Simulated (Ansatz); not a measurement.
Run on fcc Ag (111), 4 layers: DFT, PBE, PAW with Ansatz's default frozen-core files, scalar-relativistic (Ansatz 0.2.0).

The slab is cut from a bulk crystal relaxed on PAW files (its atoms may have been relaxed since).

Command: `ansatz run input.yaml --threads 1 --pin off --max-ram 3584MiB --backend cpu --events-out ev --progress --plain --runs-dir out` It took 8.6 s on 1 thread of Intel(R) Xeon(R) 6975P-C (Granite Rapids) (shared host), peak memory 0.48 GiB.

```yaml
crystal:
  lattice:
    - [2.932282945, 0.0, 0.0]
    - [-1.4661414725, 2.5394315215, 0.0]
    - [0.0, 0.0, 23.1826]
  atoms:
    - { symbol: Ag, position: [0.0, 0.0, 0.3450864658] }
    - { symbol: Ag, position: [0.333333334, 0.666666666, 0.4483621548] }
    - { symbol: Ag, position: [0.666666667, 0.333333333, 0.5516378445] }
    - { symbol: Ag, position: [0.0, 0.0, 0.6549135342] }
kpoints:
  mp_grid: { grid: [14, 14, 1] }
scf:
  occupations: { method: fermi_dirac, width: 0.05 }
hamiltonian:
  xc: pbe
  pseudopotentials: { kind: paw }
output:
  forces: true
  stress: true
  eigenvalues: true
  populations: true
efield:
  axis: 3
  amplitude: 0
  dipole_correction: true
```

Output:

```
Engine: ansatz 0.2.0
Pseudopotentials: kind: paw
Pseudopotential: Ag, paw, valence charge 19, recommended cutoff 420 eV (normal), Ag.paw.azcp
Functional definition: PBE
  parameter kappa = 0.804
  parameter beta = 0.06672455060314922
  exchange = pbe_x(kappa = kappa, mu = beta*pi^2/3)
  correlation = pbe_c(beta = beta)
Crystal: 4 atoms, lattice volume = 172.625 Å³
Basis set: ecut = 420 eV, 3341 PW (Γ), exchange–correlation on 40×40×320 points (8 copies of the dense FFT grid, shifted against one another)
Bands: 46, of which v1, the nominal top of the filled ones, is band 38 counted from 1 (37 counted from 0)
Symmetry: 6 space group operations
k-points: 24 of 196 (time reversal used)
Non-local potential: Ag, projectors of the file, l = 0: 3, l = 1: 2, l = 2: 2, l = 3: 1
PAW form: soft (Blöchl's): semilocal exchange-correlation on the pseudo side does not see the compensation charge
PAW one-centre angular grid: Ag, 590 points (default); XC on 64 Gauss nodes
Initial density: superposition of atomic densities (neutral atoms: chi_scale 0, normalization atom), corrected by the library's trained network
Initial wavefunctions: pseudopotential atomic-orbital guess
Functional: x = pbe(κ = 0.804, μ = 0.2195149727645171), c = pbe(β = 0.06672455060314922)
SCF iter   1: F=—  HF=-30361.530726 eV  |F-HF|=—  |Δ(HF+E_count)|=         —  Δρ=1.06e-3  dr2=6.01e-3  ethr=1.77e-3  p=-0.000 e·Å  D=-1.33e-10 V/Å  ΔV_dip=0.00 eV  dr2_dipole=2.81e-8  V_vac-E_F(+/−)=4.39/4.39 eV  ⟨swp⟩=7.3  Hψ=4564  notcnv=0  defer=18
efield: sawtooth ramp at fractional position 0.9500 (placed from the atoms, in the widest stretch of the axis that holds none; the zero of the levels goes with the place), width 0.1000; the density the first Hamiltonian is built on has a dipole p = -0.000 e·Å; the dipole correction subtracts the counter field D = -1.33e-10 V/Å, which shifts the + side's vacuum level by +0.00 eV against the − side's; the planar-averaged density in the ramp window peaks in size at 2.1e-5 e/Å³
preconditioner: auto → LDOS  [metal: Δε(μ)=0.028 eV  Ē_g=9.164 eV  σ=0.050 eV  W_gap=0.14  n_scr=16 (ndim 8)  ℏωp=18.7 eV  f_vac=0.548  D(μ)=1.00/eV (n_scr^D=6)  β→1.0]
SCF iter   2: F=—  HF=-30361.534911 eV  |F-HF|=—  |Δ(HF+E_count)|=   4.19e-3  Δρ=1.04e-3  dr2=2.56e-3  ethr=7.91e-6  p=0.000 e·Å  D=4.84e-6 V/Å  ΔV_dip=-0.00 eV  dr2_dipole=4.30e-8  V_vac-E_F(+/−)=4.44/4.44 eV  ⟨swp⟩=2.6  Hψ=2446  notcnv=0  defer=41
SCF iter   3: F=—  HF=-30361.534467 eV  |F-HF|=—  |Δ(HF+E_count)|=   4.44e-4  Δρ=4.56e-4  dr2=3.90e-4  ethr=3.37e-6  p=-0.000 e·Å  D=-3.13e-6 V/Å  ΔV_dip=0.00 eV  dr2_dipole=8.64e-9  V_vac-E_F(+/−)=4.46/4.46 eV  ⟨swp⟩=2.0  Hψ=1919  notcnv=0  defer=41
SCF iter   4: F=—  HF=-30361.534413 eV  |F-HF|=—  |Δ(HF+E_count)|=   5.39e-5  Δρ=6.47e-5  dr2=9.05e-6  ethr=5.14e-7  p=0.000 e·Å  D=5.78e-7 V/Å  ΔV_dip=-0.00 eV  dr2_dipole=1.46e-15  V_vac-E_F(+/−)=4.46/4.46 eV  ⟨swp⟩=2.0  Hψ=1663  notcnv=0  defer=41
SCF iter   5: F=—  HF=-30361.534444 eV  |F-HF|=—  |Δ(HF+E_count)|=   3.09e-5  Δρ=2.57e-5  dr2=1.21e-6  ethr=1.19e-8  p=-0.000 e·Å  D=-9.83e-8 V/Å  ΔV_dip=0.00 eV  dr2_dipole=1.54e-10  V_vac-E_F(+/−)=4.46/4.46 eV  ⟨swp⟩=2.0  Hψ=1863  notcnv=0  defer=41
SCF iter   6: F=-30361.534444 eV  HF=-30361.534444 eV  |F-HF|=2.47e-8  |Δ(HF+E_count)|=   1.22e-7  Δρ=5.73e-6  dr2=6.58e-8  ethr=1.32e-10  p=-0.000 e·Å  D=-2.16e-7 V/Å  ΔV_dip=0.00 eV  dr2_dipole=4.58e-12  V_vac-E_F(+/−)=4.46/4.46 eV  ⟨swp⟩=10.8  Hψ=5624  notcnv=0
SCF 1 converged in 6 iterations: F = -30361.534444 eV  dr2 = 6.58e-8
  greatest PAW one-centre occupation: 1.000 electrons in one spin orbital (limit 2), on the Ag atom at site 1 (counted from 0), in its partial waves of l = 0
SCF converged after 6 iterations
Free energy (F): -30361.534444 eV
Harris-Foulkes:  -30361.534444 eV  (|F-HF|=2.47e-8)
Internal energy: -30361.526515 eV  (E = F + TS)
E sigma→0 (E₀):  -30361.530479 eV
Entropy (-TS):   -0.007929 eV (-1.982 meV/atom)
Fermi energy:    4.171221 eV
Dipole field:    D = 0.000003 V/Å  (p = 0.000003 e·Å, saw-weighted, corrected)
Work function:   Φ+ = 4.4617 eV   Φ− = 4.4618 eV
Levels:          The Fermi level and band energies are counted from a zero that moves with the ramp; work functions are not
--- Per-component energies (eV) ---
  E_band       = -1919.790800
  E_kinetic    = 2107.751472
  E_local      = -105672.700322  (includes V_loc(G=0)·N_el)
  E_nonlocal   = 321.229984
  E_hartree    = 51954.554327
  E_xc         = -737.378914
  E_vxc        = -936.593941  (∫ρ·V_xc dr)
  E_paw        = -15609.432916  (= ΣΔE_a)
  E_vpaw       = -1648.544324  (= ΣTr[D̂ρ^β])
  E_aug_tail   = 0.001303  (compensation charges beyond the density's cutoff)
  E_efield     = 0.000000  (sawtooth field / dipole correction)
  E_vefield    = 0.000000  (∫n·V_field dr)
  E_ewald      = 37274.448552
  E_smearing   = -0.007929  (= −TS)
  E_closure    = 0.000000  (closes the sum)
  Σ components = -30361.534444   (vs F -30361.534444, Δ=0.00e0)
--- Forces (eV/Å), atoms counted from 1 ---
  atom   1  Ag     0.00000000     0.00000000     0.04303179
  atom   2  Ag    -0.00000000     0.00000000     0.05772880
  atom   3  Ag     0.00000000    -0.00000000    -0.05772770
  atom   4  Ag    -0.00000000     0.00000000    -0.04303163
  max |Σ_I F_I| component: 1.25e-6 eV/Å
--- Stress (GPa, compression-positive) ---
       -0.784900      -0.000000      -0.000000
       -0.000000      -0.784900       0.000000
       -0.000000       0.000000      -0.415745
  P = ⅓ Tr σ = -0.6618 GPa (-6.618 kbar)
--- Band table (eV; the first three rows and the last of 24) ---
  k-point 0: bands = ["-87.6463", "-87.6394", "-87.4746", "-87.4746", "-51.1692", "-51.1029", "-51.0708", "-51.0708", "-51.0603", "-51.0603", "-50.9334", "-50.9312", "-50.9118", "-50.9118", "-50.9118", "-50.9118", "-2.9012", "-2.0526", "-1.7834", "-1.6400", "-0.4421", "-0.3802", "-0.3802", "-0.3356", "-0.3356", "-0.2764", "-0.1632", "-0.1632", "-0.1153", "-0.1153", "0.5371", "0.5371", "0.6607", "0.6607", "0.9494", "0.9659", "0.9659", "1.1985", "1.1985", "3.2695", "4.5148", "8.2145", "8.3629", "9.5753", "9.7850", "11.6629"]
  k-point 1: bands = ["-87.6457", "-87.6390", "-87.4742", "-87.4742", "-51.1679", "-51.1036", "-51.0752", "-51.0723", "-51.0656", "-51.0614", "-50.9328", "-50.9309", "-50.9169", "-50.9169", "-50.9131", "-50.9131", "-2.7670", "-1.9298", "-1.6923", "-1.5390", "-0.4735", "-0.4412", "-0.4220", "-0.3137", "-0.2850", "-0.2114", "-0.2012", "-0.1373", "-0.1018", "-0.0524", "0.3931", "0.4976", "0.5351", "0.6683", "0.8627", "0.9077", "0.9661", "1.2030", "1.4407", "3.4578", "4.7917", "8.3118", "8.4841", "9.6939", "9.8838", "11.7831"]
  k-point 2: bands = ["-87.6442", "-87.6380", "-87.4729", "-87.4729", "-51.1640", "-51.1075", "-51.0859", "-51.0800", "-51.0764", "-51.0647", "-50.9319", "-50.9318", "-50.9307", "-50.9293", "-50.9168", "-50.9168", "-2.3920", "-1.6202", "-1.4526", "-1.2855", "-0.6626", "-0.5271", "-0.4916", "-0.2736", "-0.2283", "-0.1648", "-0.1225", "-0.1097", "0.0668", "0.0822", "0.1243", "0.4060", "0.4467", "0.6310", "0.6708", "0.8854", "0.9652", "1.2143", "1.8981", "3.9394", "5.5073", "8.6045", "8.8477", "10.0494", "10.1881", "12.1430"]
  k-point 23: bands = ["-87.6328", "-87.6323", "-87.4644", "-87.4644", "-51.1575", "-51.1534", "-51.1429", "-51.1282", "-51.1092", "-51.1057", "-50.9911", "-50.9907", "-50.9760", "-50.9757", "-50.9233", "-50.9232", "-1.2650", "-1.1403", "-1.0552", "-0.8974", "-0.8758", "-0.6709", "-0.6135", "-0.3090", "-0.2520", "-0.1092", "-0.0498", "0.1254", "0.1777", "0.3721", "0.5734", "0.6177", "0.9301", "1.0813", "1.1369", "1.1988", "6.9015", "7.0872", "7.7534", "8.0709", "8.7627", "9.1788", "9.6834", "9.9075", "10.7845", "11.1540"]
--- Löwdin populations: 4 sites ---
  site symbol       q [e]
     0     Ag     18.9162
     1     Ag     18.8760
     2     Ag     18.8760
     3     Ag     18.9162
  spilling = 0.005467 (of n_electrons = 76.000000)
```

populations.tsv:

```
# site	symbol	l	j	q
# orbitals = lowdin
# n_electrons = 76.000000
# spilling = 0.005467
0	Ag	0_4S	-	1.995009
0	Ag	0_5S	-	1.032152
0	Ag	1_4P	-	5.998288
0	Ag	2_4D	-	9.890785
1	Ag	0_4S	-	1.993479
1	Ag	0_5S	-	1.007440
1	Ag	1_4P	-	5.998495
1	Ag	2_4D	-	9.876626
2	Ag	0_4S	-	1.993479
2	Ag	0_5S	-	1.007440
2	Ag	1_4P	-	5.998495
2	Ag	2_4D	-	9.876626
3	Ag	0_4S	-	1.995009
3	Ag	0_5S	-	1.032151
3	Ag	1_4P	-	5.998288
3	Ag	2_4D	-	9.890785
```

Next run (atoms relaxed), as changes to the input before:

```diff
   eigenvalues: true
-  populations: true
+  write_density: true
+  write_potential: true
+  elf: true
+  volumetric_format: npy
+relax:
+  f_tol: 0.01
+  max_steps: 40
 efield:
```

Results part of the output:

```
Warning: output.stress: scf.convergence.dr2_threshold = 1e-7 eV (the SCF's general default) is looser than the 4e-10 eV advised for a printed stress (1e-10 eV for each atom of the cell: 4). What an SCF threshold leaves in a stress goes as its square root, and in the free energy as the threshold itself, and one threshold admits the most on a small cell: of the crystals measured, under no hybrid fun
WARN: The output density's exchange-correlation potential varies sharply where the density is thin. Do not read a vacuum level from v_tot or v_xc, or from such a field of the output density. On a cell that repeats whose density bears no net charge and no dipole along the vacuum's axis use v_es (v_loc + v_h of the components); under efield.dipole_correction with no amplitude use v_es + v_field, which holds any external_charges[].barrier, or the levels of the report's work_function block, which leave it out; under a non-zero efield.amplitude the vacuum is tilted and has no level; on a cell that repeats and bears such a dipole with no correction it is tilted too, and efield.dipole_correction with no amplitude gives each side of its ramp a level where efield: is served; in a cell that repeats whose density bears a net charge (total_charge, or a fill off its count) it is curved and has none; of a slab under crystal.periodic whose density bears no net charge use v_es, which has a level on each side, short of where the two are joined; of another it falls or rises all the way out and has none; of a slab beside external_charges read slab_vacuum_level instead, which it has where they leave it neutral. The grid or the basis barely resolves most such structure, and the values can differ between equally converged runs; as a rule a tighter scf.convergence.dr2_threshold does not remove it. Where the density itself ripples (under the LDA too) a higher basis.ecutwfc lessens it. The files hold the spikes' plane waves up to the density's cutoff. Files: v_tot_of_output_density and the like, and their columns of v_z.tsv (output.write_potential); v_xc_of_output_density and the like, and their columns of v_comp_z.tsv (output.write_potential_components). Measured: with its Gaussian average of σ = 0.25 Å subtracted twice, the exchange-correlation potential is over 0.1 eV at 1 of the grid points where the equally averaged density (valence and model cores) is under 1e-3 e/Å³, and 0.142 eV at the most among them, at an averaged density of 7.3e-9 e/Å³. See output.write_potential in the manual, Limitations
SCF converged after 9 iterations
Free energy (F): -30361.536781 eV
Harris-Foulkes:  -30361.536781 eV  (|F-HF|=2.91e-11)
Internal energy: -30361.529239 eV  (E = F + TS)
E sigma→0 (E₀):  -30361.533010 eV
Entropy (-TS):   -0.007542 eV (-1.885 meV/atom)
[... lines left out ...]
  k-point 23: bands = ["-87.6501", "-87.6495", "-87.4710", "-87.4710", "-51.1759", "-51.1725", "-51.1613", "-51.1439", "-51.1256", "-51.1222", "-50.9976", "-50.9972", "-50.9825", "-50.9822", "-50.9302", "-50.9301", "-1.3152", "-1.1871", "-1.1084", "-0.9299", "-0.9037", "-0.6896", "-0.6440", "-0.3256", "-0.2732", "-0.1163", "-0.0574", "0.1180", "0.1714", "0.3790", "0.5708", "0.6190", "0.9249", "1.0870", "1.1421", "1.2040", "6.8760", "7.0663", "7.7469", "8.0738", "8.7398", "9.1876", "9.6904", "9.9140", "10.8075", "11.1634"]
--- Relaxed structure (5 steps of the walk, 3 accepted, 0 SCFs on fresh bases) ---
  F+E_penalty+E_count = -30361.53678060 eV   max|allowed force component| = 8.635e-3 eV/Å
  atoms:
    - { symbol: Ag, position: [-2.3129646363590357e-17, 1.85037171115518e-17, 0.3462808475185651] }
    - { symbol: Ag, position: [0.3333333333333333, 0.6666666666666667, 0.4490450075486988] }
    - { symbol: Ag, position: [0.6666666666666665, 0.33333333333333337, 0.5509549916185457] }
    - { symbol: Ag, position: [-2.3129646363590357e-17, 1.85037171115518e-17, 0.6537191526141903] }
```

Next run (vacuum of 7 Å), as changes to the input before:

```diff
-    - [0.0, 0.0, 23.1826]
+    - [0.0, 0.0, 14.1272]
   atoms:
-    - { symbol: Ag, position: [0.0, 0.0, 0.3450864658] }
-    - { symbol: Ag, position: [0.333333334, 0.666666666, 0.4483621548] }
-    - { symbol: Ag, position: [0.666666667, 0.333333333, 0.5516378445] }
-    - { symbol: Ag, position: [0.0, 0.0, 0.6549135342] }
+    - { symbol: Ag, position: [0.0, 0.0, 0.2477483418] }
+    - { symbol: Ag, position: [0.3333333333, 0.6666666667, 0.4163833449] }
+    - { symbol: Ag, position: [0.6666666667, 0.3333333333, 0.5836166535] }
+    - { symbol: Ag, position: [0.0, 0.0, 0.7522516582] }
 kpoints:
   eigenvalues: true
-  write_density: true
-  write_potential: true
-  elf: true
-  volumetric_format: npy
-relax:
-  f_tol: 0.01
-  max_steps: 40
 efield:
```

Results part of the output:

```
WARN: efield: at this solve's end the planar-averaged density reaches 1.25e-2 e/Å³ inside the ramp window [0.8792, 0.1208] (bound 1e-5 e/Å³); the window's nearer edge stands 1.79 Å from this solve's nearest atom along the axis. Its work functions, free energy, forces, stress, dipole, levels and responses can be off, and this figure does not tell by how much. The cell may have no vacuum along `efield.axis`. A short vacuum, a low `basis.ecutwfc` or `basis.ecutrho_ratio` and negative occupations (`scf.occupations.method`) can put density there. See the manual's quickstart, § The vacuum guard
SCF 1 converged in 6 iterations: F = -30361.533217 eV  dr2 = 3.23e-8
  greatest PAW one-centre occupation: 1.000 electrons in one spin orbital (limit 2), on the Ag atom at site 2 (counted from 0), in its partial waves of l = 0
SCF converged after 6 iterations
Free energy (F): -30361.533217 eV
Harris-Foulkes:  -30361.533217 eV  (|F-HF|=1.66e-8)
Internal energy: -30361.525449 eV  (E = F + TS)
E sigma→0 (E₀):  -30361.529333 eV
Entropy (-TS):   -0.007768 eV (-1.942 meV/atom)
Fermi energy:    9.700741 eV
Dipole field:    D = -0.000002 V/Å  (p = -0.000001 e·Å, saw-weighted, corrected)
Work function:   Φ+ = 4.2435 eV (in doubt: plateau slope 1.3e0 eV/Å)   Φ− = 4.3082 eV (in doubt: plateau slope 8.9e-1 eV/Å)
Levels:          The Fermi level and band energies are counted from a zero that moves with the ramp; work functions are not
[... lines left out ...]
  atom   3  Ag     0.00000000     0.00000000     0.00318762
  atom   4  Ag    -0.00000000    -0.00000000    -0.00995181
  max |Σ_I F_I| component: 7.69e-7 eV/Å
--- Stress (GPa, compression-positive) ---
       -1.048131       0.000000      -0.000000
        0.000000      -1.048131      -0.000000
       -0.000000       0.000000      -0.048839
  P = ⅓ Tr σ = -0.7150 GPa (-7.150 kbar)
--- Band table (eV; the first three rows and the last of 24) ---
  k-point 0: bands = ["-82.1250", "-82.1172", "-81.9405", "-81.9405", "-45.6533", "-45.5801", "-45.5487", "-45.5487", "-45.5368", "-45.5368", "-45.3997", "-45.3975", "-45.3775", "-45.3775", "-45.3775", "-45.3775", "2.5888", "3.4669", "3.7295", "3.8871", "5.1044", "5.1310", "5.1310", "5.1696", "5.1696", "5.2576", "5.3666", "5.3666", "5.4164", "5.4164", "6.0617", "6.0617", "6.1883", "6.1883", "6.4804", "6.4976", "6.4976", "6.7454", "6.7454", "8.8870", "9.9762", "14.3620", "15.0912", "19.4967", "20.0242", "25.0480"]
  k-point 1: bands = ["-82.1245", "-82.1168", "-81.9400", "-81.9400", "-45.6518", "-45.5811", "-45.5529", "-45.5503", "-45.5420", "-45.5379", "-45.3991", "-45.3972", "-45.3826", "-45.3825", "-45.3788", "-45.3788", "2.7226", "3.5881", "3.8210", "3.9877", "5.0355", "5.0842", "5.1057", "5.1975", "5.2182", "5.3203", "5.3277", "5.3966", "5.4279", "5.4791", "5.9189", "6.0212", "6.0645", "6.1988", "6.4007", "6.4400", "6.4978", "6.7502", "6.9787", "9.0757", "10.2523", "14.4868", "15.1626", "19.6175", "20.1212", "24.7817"]
  k-point 2: bands = ["-82.1229", "-82.1158", "-81.9387", "-81.9387", "-45.6479", "-45.5859", "-45.5629", "-45.5564", "-45.5545", "-45.5412", "-45.3980", "-45.3976", "-45.3965", "-45.3954", "-45.3824", "-45.3824", "3.0968", "3.8910", "4.0631", "4.2393", "4.8418", "4.9845", "5.0382", "5.2606", "5.3040", "5.3325", "5.3882", "5.4292", "5.5955", "5.6130", "5.6553", "5.9386", "5.9727", "6.1682", "6.2056", "6.4190", "6.4974", "6.7625", "7.4360", "9.5597", "10.9612", "14.8613", "15.3881", "19.9735", "20.4068", "22.8672"]
  k-point 23: bands = ["-82.1111", "-82.1105", "-81.9303", "-81.9303", "-45.6368", "-45.6334", "-45.6223", "-45.6048", "-45.5866", "-45.5832", "-45.4568", "-45.4564", "-45.4417", "-45.4414", "-45.3896", "-45.3894", "4.2240", "4.3522", "4.4308", "4.6098", "4.6362", "4.8501", "4.8957", "5.2145", "5.2666", "5.4245", "5.4832", "5.6589", "5.7121", "5.9185", "6.1109", "6.1587", "6.4649", "6.6271", "6.6817", "6.7435", "12.4152", "12.6046", "13.2905", "13.6159", "14.2784", "14.7234", "15.2009", "15.4554", "16.4051", "16.6839"]
```

Next run (no images along the normal), as changes to the input before:

```diff
-    - [0.0, 0.0, 14.1272]
+    - [0.0, 0.0, 23.1826]
   atoms:
-    - { symbol: Ag, position: [0.0, 0.0, 0.2477483418] }
-    - { symbol: Ag, position: [0.3333333333, 0.6666666667, 0.4163833449] }
-    - { symbol: Ag, position: [0.6666666667, 0.3333333333, 0.5836166535] }
-    - { symbol: Ag, position: [0.0, 0.0, 0.7522516582] }
+    - { symbol: Ag, position: [0.0, 0.0, 0.3462808475] }
+    - { symbol: Ag, position: [0.3333333333, 0.6666666667, 0.4490450075] }
+    - { symbol: Ag, position: [0.6666666667, 0.3333333333, 0.5509549916] }
+    - { symbol: Ag, position: [0.0, 0.0, 0.6537191526] }
+  periodic: [true, true, false]
 kpoints:
   eigenvalues: true
-efield:
-  axis: 3
-  amplitude: 0
-  dipole_correction: true
+  write_density: true
+  write_potential: true
+  elf: true
+  volumetric_format: npy
```

Command: `ansatz run input.yaml --threads 1 --pin off --max-ram 3584MiB --backend cpu --events-out ev --progress --plain --runs-dir out` It took 13 s on 1 thread of Intel(R) Xeon(R) 6975P-C (Granite Rapids), on a shared host, peak memory 0.61 GiB.

Results part of the output:

```
Warning: crystal.periodic: the lattice vector that does not repeat stood 0.000° off the slab's normal, 23.183 Å along it as the deck builds it. The run solves the slab on a vector along the normal, 38.054 Å long, with every atom where it was (on the deck's vector they left 16.06 Å outside them, and the widest stretch free of ions among them is 2.38 Å). A fractional position that the run reports is
SCF 1 converged in 6 iterations: F = -30361.536778 eV  dr2 = 3.78e-8
  greatest PAW one-centre occupation: 1.000 electrons in one spin orbital (limit 2), on the Ag atom at site 2 (counted from 0), in its partial waves of l = 0
[... lines left out ...]
  k-point 2: bands = ["-96.2977", "-96.2906", "-96.1151", "-96.1151", "-59.8226", "-59.7607", "-59.7378", "-59.7313", "-59.7294", "-59.7160", "-59.5744", "-59.5740", "-59.5730", "-59.5718", "-59.5589", "-59.5589", "-11.0779", "-10.2843", "-10.1131", "-9.9366", "-9.3336", "-9.1908", "-9.1372", "-8.9152", "-8.8719", "-8.8426", "-8.7869", "-8.7465", "-8.5805", "-8.5617", "-8.5210", "-8.2371", "-8.2029", "-8.0080", "-7.9701", "-7.7588", "-7.6788", "-7.4130", "-6.7278", "-4.6693", "-3.1031", "-0.0406 (-0.0447°)", "0.3201 (0.2913°)", "1.0333", "1.3834", "2.1048"]
  k-point 23: bands = ["-96.2859", "-96.2853", "-96.1067", "-96.1067", "-59.8117", "-59.8082", "-59.7971", "-59.7797", "-59.7614", "-59.7580", "-59.6332", "-59.6328", "-59.6182", "-59.6178", "-59.5660", "-59.5658", "-9.9510", "-9.8229", "-9.7441", "-9.5656", "-9.5394", "-9.3253", "-9.2797", "-8.9613", "-8.9089", "-8.7519", "-8.6931", "-8.5177", "-8.4642", "-8.2567", "-8.0649", "-8.0168", "-7.7108", "-7.5487", "-7.4936", "-7.4317", "-1.7597", "-1.5694", "-0.8887", "-0.5619", "0.1042", "0.5519", "1.0548", "1.2783", "2.1718", "2.5277"]
  ° read free of the cell's end (the report's vacuum.weakly_bound_levels)
```

The program warned of electron density in the middle of the vacuum in some runs, so work functions there carry some error.
